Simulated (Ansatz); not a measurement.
Consider the following.

ZrIr:
```yaml
crystal:
  lattice:
    - [3.24685, 0.00000, 0.00000]
    - [0.00000, 3.24685, 0.00000]
    - [0.00000, 0.00000, 3.24685]
  atoms:
    - { symbol: Zr, position: [0.50000, 0.50000, 0.50000] }
    - { symbol: Ir, position: [0.00000, 0.00000, 0.00000] }
```

This is the LDA-relaxed structure.

Problem. All from plane-wave PAW LDA (Ansatz code), unless another level is named. Estimate the formation energy from the elements (no fitted shifts).

Solution. -0.77 eV/atom.

Problem. And the density of states at the Fermi level?

Solution. 0.93 states/eV per atom (mean over ±0.08 eV).

Space group Pm-3m (CsCl type). The workflow started from a Materials Project entry (that database holds measured and hypothetical structures alike); the Crystallography Open Database files this formula in space group No. 221, but the cells were not matched. Whether it is the stable phase at ambient conditions was not checked. Symmetry was held in the LDA relaxation. At this level the phase is mechanically unstable. The run is not spin-polarised. The references are the lowest solids computed at this level, not always the standard phases. Spin–orbit coupling is left out wherever it is not named.

Potentials: the later of the program's two PAW sets.
